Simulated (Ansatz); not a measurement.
Space group F-43m (No. 216). a = 4.356 Å, b = 4.356 Å, c = 4.356 Å, α = 90.00°, β = 90.00°, γ = 90.00°
```
atom site symmetry x y z
  Si    4a      -43m  0.0000  0.0000  0.0000
   C    4d      -43m  0.2500  0.2500  0.7500
```

Equation of state of this SiC structure (not necessarily the ground state), with shape and atoms relaxed at each volume where symmetry leaves them free. Method: DFT r2SCAN, scalar-relativistic, plane waves, PAW in Ansatz.

Cutoff 500 eV; k points 10×10×10 on the computed 2-atom cell (Γ-centred); Gaussian smearing, width 0.02 eV; no spin polarisation.

| V (Å³/atom) | E − E(largest V) (meV/atom) | P (GPa) | gap on mesh (eV) |
| --- | --- | --- | --- |
| 9.094 | 66.87 | 37.09 | 1.62 |
| 9.404 | 6.40 | 25.68 | 1.64 |
| 9.714 | -33.54 | 15.84 | 1.67 |
| 10.024 | -55.77 | 7.34 | 1.69 |
| 10.334 | -62.69 | 0.00 | 1.71 |
| 10.644 | -56.40 | -6.35 | 1.73 |
| 10.954 | -38.69 | -11.82 | 1.75 |
| 11.368 | 0.00 | -17.97 | 1.77 |

Q: Fit a third-order Birch–Murnaghan equation to E(V).

A: V0 = 10.33 Å³/atom, B0 = 227 GPa, B0' = 3.9.